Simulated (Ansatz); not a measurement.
A calculation with the code Ansatz. Plane-wave DFT: natural occupations of the f shells on orthogonalised atomic orbitals at the end of the run, rising, by spin; atoms or cell relaxed as the task says.

```
cell
1.0
     2.8595    4.9528   -4.1816
     2.8595   -4.9528   -4.1816
    -5.7191    0.0000   -4.1816
La Al Gd Ag
3 6 1 8
Direct
  0.3333 0.3333 0.3333
  0.0000 0.0000 0.0000
  0.6667 0.6667 0.6667
  0.0000 0.3333 0.6667
  0.6689 0.0001 0.3387
  0.3318 0.6706 0.0055
  0.9901 0.6590 0.3386
  0.6579 0.3254 0.9999
  0.3333 0.0000 0.6667
  0.6679 0.6728 0.1671
  0.3333 0.3333 0.8333
  0.0000 0.0000 0.5000
  0.8292 0.3411 0.3317
  0.5028 0.0007 0.9974
  0.1667 0.6667 0.6667
  0.6667 0.1667 0.6667
  0.3341 0.8266 0.3426
  0.0036 0.5006 0.0029
```

Starting moments (μB): Gd 7; others 0.

- cell charge: 0 e
- spin: collinear
- scf start: atoms
- lower state search: off
- functional: PBEsol
- wave cutoff: 420 eV
- k mesh: 3, 3, 3
- k shift: 0, 0, 0 mesh steps
- gaussian smearing: 0.05 eV
- task: relax atoms

**Question.** How are the f shells occupied at the end?

**Answer.** 

```csv
shell atom,shell element,shell spin,shell occupation 1 (e),shell occupation 2 (e),shell occupation 3 (e),shell occupation 4 (e),shell occupation 5 (e),shell occupation 6 (e),shell occupation 7 (e)
10,Gd,up,1,1,1,1,1,1,1
10,Gd,down,0.01,0.01,0.02,0.02,0.02,0.02,0.03
```

Caveats: Gd without a U keeps its half-filled shell, but its 4f levels lie too near the Fermi level; occupations loosely converged; open f or d shells may hold a state above the lowest; the supercell is small.
